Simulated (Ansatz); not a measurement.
Theory: Ansatz, DFT PBE, scalar-relativistic, plane waves, PAW. Cutoff 420 eV, Γ-centred 10×10×6 mesh (6-atom cell), Gaussian smearing of 0.10 eV, no spin polarisation.

The zero of energy is the elements' standard structures at the same level; no fitted shifts are applied.

Problem. Suggest a trial structure for a tetragonal metal with formula Hf₃Si₂W, with a formation energy near −0.57 eV/atom and a density near 11.90 g/cm³, in a cell of 6 atoms.

Solution. Hf₃Si₂W, space group P-4m2 (No. 115). Hf on a site of symmetry -4m2 has 4 W at 2.71 Å, 4 Si at 2.73 Å, 4 Hf at 3.29 Å and 4 Hf at 3.83 Å; Hf on a site of symmetry 2mm is surrounded by 5 Si at 2.75–2.81 Å, 2 W at 3.29 Å, 6 Hf at 3.29–3.38 Å and 4 Hf at 3.83 Å; Si is surrounded by 2 W at 2.73 Å and 7 Hf at 2.73–2.81 Å; around W lie 4 Hf at 2.71 Å, 4 Si at 2.73 Å and 4 Hf at 3.29 Å.

```cif
data_structure
_symmetry_space_group_name_H-M 'P-4m2'
_symmetry_Int_Tables_number 115
_cell_length_a 3.8309
_cell_length_b 3.8309
_cell_length_c 7.3721
_cell_angle_alpha 90.000
_cell_angle_beta 90.000
_cell_angle_gamma 90.000
_cell_volume 108.19
loop_
_atom_site_label
_atom_site_type_symbol
_atom_site_symmetry_multiplicity
_atom_site_Wyckoff_symbol
_atom_site_fract_x
_atom_site_fract_y
_atom_site_fract_z
_atom_site_occupancy
Hf1 Hf 1 b 0.50000 0.50000 0.00000 1
Hf2 Hf 2 g 0.00000 0.50000 0.36304 1
Si1 Si 2 g 0.00000 0.50000 0.73643 1
W1 W 1 a 0.00000 0.00000 0.00000 1
```

The volume per atom is 18.03 Å³. The density is 11.90 g/cm³, the formation energy is −0.57 eV/atom and the gap on the 10×10×6 mesh of the 6-atom cell is 0 eV (a metal).

The cell was found from a structure generator's guess, not taken from experiment. Other answers may fit too; this one was computed.

These runs have no spin–orbit coupling, which can matter for Hf and W. Symmetry constrained the relaxation, so the result can be a saddle point.
